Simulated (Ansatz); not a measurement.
Polymorphs of AlGa3N4, each relaxed with the program Ansatz at the PBEsol level (PAW):

A: P-43m
a = 4.4676 Å, b = 4.4676 Å, c = 4.4676 Å, α = 90.00°, β = 90.00°, γ = 90.00°

```
atom  site  symmetry       x       y       z
----  ----  --------  ------  ------  ------
Al      1a      -43m  0.0000  0.0000  0.0000
Ga      3c     -42.m  0.0000  0.5000  0.5000
N       4e       .3m  0.2450  0.2450  0.2450
```

B: Pm
a = 5.1423 Å, b = 3.1650 Å, c = 5.4783 Å, α = γ = 90.00°, β = 90.04°

```json
[
 {"atom": "Al", "site": "1b", "symmetry": "m", "x": "0.0006", "y": "0.5000", "z": "0.6674"},
 {"atom": "Ga", "site": "1b", "symmetry": "m", "x": "0.4991", "y": "0.5000", "z": "0.3349"},
 {"atom": "Ga", "site": "1a", "symmetry": "m", "x": "0.4990", "y": "0.0000", "z": "0.8315"},
 {"atom": "Ga", "site": "1a", "symmetry": "m", "x": "0.9998", "y": "0.0000", "z": "0.1662"},
 {"atom": "N", "site": "1b", "symmetry": "m", "x": "0.1196", "y": "0.5000", "z": "0.3401"},
 {"atom": "N", "site": "1a", "symmetry": "m", "x": "0.1176", "y": "0.0000", "z": "0.8264"},
 {"atom": "N", "site": "1a", "symmetry": "m", "x": "0.6204", "y": "0.0000", "z": "0.1662"},
 {"atom": "N", "site": "1b", "symmetry": "m", "x": "0.6312", "y": "0.5000", "z": "0.6673"}
]
```

Task: Put the candidates in order of energy per atom at 0 K, lowest first, for PBEsol.

Result: B (+0 meV/atom), A (+7 meV/atom)

Task: Give each one's gap.

Result: A 2.29 eV; B 2.36 eV.

Standing as an ambient phase not checked: A; B. Perhaps ordered models of mixed-site phases: A; B. All cells were relaxed under the symmetry of their starts (and spin orders); stability against distortions was not tested throughout. Spin–orbit coupling is left out wherever it is not named.

Energies hold the estimated change up to a 700 eV cutoff; steps of a few meV lie near the error of the meshes.

Potentials: the later of the program's two PAW sets.
